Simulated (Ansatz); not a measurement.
LaPb3 (Cu3Au type, space group No. 221), DFT-PBE in the program Ansatz with PAW potentials, all energies at zero smearing, with the estimated change up to a 700 eV cutoff added, with one set of potentials and settings (totals compare only within such a set). Cell of 4 atoms (1 La, 3 Pb): -41971.112 eV.

| element | reference phase | E (eV/atom) |
|---|---|---|
| La | P6_3/mmc, 4 atoms in the cell | -6250.0953 |
| Pb | Fm-3m, 1 atoms in the cell | -11906.4191 |

Formation energy per atom, worked out: (-41971.112 − 1×(-6250.0953) − 3×(-11906.4191))/4 = -0.440 eV/atom (-42 kJ per mol of atoms), at 0 K, without zero-point energy or fitted corrections.

Space group Pm-3m (Cu3Au type). The workflow started from an entry of the Crystallography Open Database (COD). Its standing as an ambient phase is unchecked. The PBE relaxation kept the symmetry of its start; its stability against distortions is not shown here. The references are the lowest solids computed at this level, not always the standard phases. Spin–orbit coupling is left out wherever it is not named.

Potentials: the later of the program's two PAW sets.
